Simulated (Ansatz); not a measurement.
ScAu (CsCl type, Pm-3m) at seven volumes, PBEsol (plane waves, PAW; program Ansatz), scaled uniformly. One row is withheld.

```csv
V (Å³/atom),P (GPa)
17.211,13.66
17.779,?
18.346,3.83
18.914,0.00
19.481,-3.25
20.048,-6.00
20.616,-8.32
```

**Question.** Fit the shown pressures and predict the withheld one.

**Answer.** P = (3/2)B₀(x^(7/2) − x^(5/2))[1 + (3/4)(B′ − 4)(x − 1)] with x = (V₀/V)^(2/3). Least squares on the six rows gives V₀ = 18.914 Å³/atom, B₀ = 117 GPa, B′ = 4.48. At V = 17.779, x = 1.0421 and P = 8.32 GPa. The run itself gave 8.34 GPa.

The first step of the workflow began from a Materials Project structure, measured or hypothetical; the Crystallography Open Database files this formula in space group No. 221, but the cells were not matched. Its standing as an ambient phase is unchecked. The PBEsol relaxation kept the symmetry of its start; of distortions, only those at the zone centre were tested. The run is not spin-polarised. Scalar-relativistic: spin–orbit coupling is off unless named, which matters more the heavier the elements.

Potentials: the later of the program's two PAW sets.
